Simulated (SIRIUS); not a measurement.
# Convergence series on Pt (Fm-3m, 1 atom in the cell; from Materials Project mp-126, lattice scaled a little)

```yaml
crystal:
  lattice:
    - [0.00000, 1.99839, 1.99839]
    - [1.99839, 0.00000, 1.99839]
    - [1.99839, 1.99839, 0.00000]
  atoms:
    - { symbol: Pt, position: [0.00000, 0.00000, 0.00000] }
```

Computed with PBEsol, PseudoDojo 0.4 standard norm-conserving PBEsol (tails mended) pseudopotentials (plane waves; SIRIUS).

The structure comes from a collection of computed structures, made at another level of theory; the collection holds predicted forms beside known ones. Its lattice was then scaled.

Held fixed: parameters.ngridk = 14 14 14; parameters.xc_functionals = [XC_GGA_X_PBE_SOL, XC_GGA_C_PBE_SOL]; parameters.smearing = cold; parameters.smearing_width = 0.00367493 Ha; potentials = PseudoDojo 0.4 standard norm-conserving PBEsol (tails mended) pseudopotentials; parameters.electronic_structure_method = pseudopotential; parameters.num_bands = 13; parameters.num_mag_dims = 0; parameters.num_dft_iter = 100; parameters.energy_tol = 1e-07 Ha; parameters.density_tol = 1e-06; mixer.type = broyden2; mixer.beta = 0.7; mixer.use_hartree = false. Moved along with it: parameters.pw_cutoff.

ΔF is the free energy per atom less that of the last row (12.961 1/bohr).

```json
[
 {"parameters.gk_cutoff": "5.797 1/bohr", "ΔF (meV/atom)": "8711.2", "pressure (GPa)": "-224.67", "plane waves": "368", "iterations": "10"},
 {"parameters.gk_cutoff": "6.481 1/bohr", "ΔF (meV/atom)": "3319.4", "pressure (GPa)": "-128.88", "plane waves": "531", "iterations": "10"},
 {"parameters.gk_cutoff": "7.099 1/bohr", "ΔF (meV/atom)": "1071.3", "pressure (GPa)": "-67.69", "plane waves": "663", "iterations": "10"},
 {"parameters.gk_cutoff": "7.668 1/bohr", "ΔF (meV/atom)": "275.2", "pressure (GPa)": "-34.39", "plane waves": "869", "iterations": "11"},
 {"parameters.gk_cutoff": "8.198 1/bohr", "ΔF (meV/atom)": "51.0", "pressure (GPa)": "-20.40", "plane waves": "1018", "iterations": "11"},
 {"parameters.gk_cutoff": "8.695 1/bohr", "ΔF (meV/atom)": "6.7", "pressure (GPa)": "-16.14", "plane waves": "1243", "iterations": "10"},
 {"parameters.gk_cutoff": "9.165 1/bohr", "ΔF (meV/atom)": "1.71", "pressure (GPa)": "-15.33", "plane waves": "1416", "iterations": "10"},
 {"parameters.gk_cutoff": "9.829 1/bohr", "ΔF (meV/atom)": "1.38", "pressure (GPa)": "-15.33", "plane waves": "1759", "iterations": "10"},
 {"parameters.gk_cutoff": "10.45 1/bohr", "ΔF (meV/atom)": "0.88", "pressure (GPa)": "-15.31", "plane waves": "2102", "iterations": "10"},
 {"parameters.gk_cutoff": "11.225 1/bohr", "ΔF (meV/atom)": "0.69", "pressure (GPa)": "-15.32", "plane waves": "2637", "iterations": "10"},
 {"parameters.gk_cutoff": "12.124 1/bohr", "ΔF (meV/atom)": "0.22", "pressure (GPa)": "-15.32", "plane waves": "3287", "iterations": "10"},
 {"parameters.gk_cutoff": "12.961 1/bohr", "ΔF (meV/atom)": "0.00", "pressure (GPa)": "-15.31", "plane waves": "3988", "iterations": "10"}
]
```

Energy within 2 meV/atom of the last row: from parameters.gk_cutoff = 9.165 1/bohr on; the one before it is off by 6.7 meV/atom.

Pressure within 0.1 GPa of the last row: from parameters.gk_cutoff = 9.165 1/bohr on; the one before it is off by 0.84 GPa. The value it settles on is -15.31 GPa at this level of theory and with the other settings as held.

At a cut-down plane-wave cutoff the stress holds a Pulay term: a spurious tension from the incomplete basis, which lowers the pressure; energies, forces and gaps of such rows are unconverged too.

“Tails mended”: in these copies of the files the far tail of each local potential was reset to the Coulomb form.
